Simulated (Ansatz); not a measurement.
A generated cell, not matched to a known phase here, of SeO$_{2}$: Fm-3m (No. 225), cF12, fluorite type; a = b = c = 5.029 Å, α = β = γ = 90.00°; Se 4a (0.000, 0.000, 0.000); O 8c (0.250, 0.250, 0.250). Method: PBEsol (plane waves to 420 eV, PAW, scalar-relativistic; Ansatz, a program for electronic structure). Element references, the lowest calculated here: Se (P3₁21), O (C2/m, ferromagnetic, forced by one molecule a cell; α-O2 is antiferromagnetic); gases are represented by their molecular solids.

Question: What formation energy of this Fm-3m form of SeO2 from the elements does PBEsol give?

Answer: -0.16 eV/atom.

A lower structure of this composition may exist. Known forms of SeO2 include space group No. 135.

Static energies, no anion corrections, no zero-point energy. Values are rounded to 0.01 eV/atom. Not shown to be the ambient phase of their composition (a lower form may be missing, and a cell relaxed within its start's symmetry can be a saddle point): SeO2 (Fm-3m). The compounds carry no spin polarisation.
